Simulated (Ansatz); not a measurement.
CdH6N2Cl2:
```xyz
11
Lattice="4.1163 4.0454 0.0000 -4.1163 4.0454 0.0000 -0.0441 0.0000 3.9574" Properties=species:S:1:pos:R:3 pbc="T T T"
Cd     0.0000     7.9800     0.0000
H      1.4531     3.1190     3.4018
H     -1.4973     3.1190     0.5557
H      1.4286     3.9313     0.8565
H     -1.4727     3.9313     3.1009
H     -1.4955     4.7492     0.5527
H      1.4514     4.7492     3.4047
N     -1.8593     3.9336     0.0622
N      1.8152     3.9336     3.8952
Cl    -0.0221     1.7536     1.9787
Cl    -0.0221     6.1152     1.9787
```

Relaxed with r²SCAN+D4. r²SCAN+D4 (plane waves, PAW; program Ansatz) gives a gap of 4.20 eV.

### Question
What gap does HSE06 give on the same cell (Ansatz, PAW)?

### Answer
5.08 eV, 0.87 eV more. The hybrid was solved on a coarser mesh and at special points; the gap given is the minimum over both.

Cost on shared cores: the r²SCAN+D4 run (SCF on a 5×5×7 mesh, then bands and DOS) around 5 core-minutes (rough), the HSE06 run (SCF on 3×3×4, then a few points) roughly 120 core-seconds; the tasks are unlike.

Space group C2/m. The first step of the workflow began from a Materials Project structure, measured or hypothetical; the Crystallography Open Database copy checked does not list it. Whether it is the stable phase at ambient conditions was not checked. The cell was relaxed with r²SCAN+D4 under the symmetry of its start; whether a distortion lowers the energy is not shown. Spin–orbit coupling is left out wherever it is not named.

Potentials: the later of the program's two PAW sets.
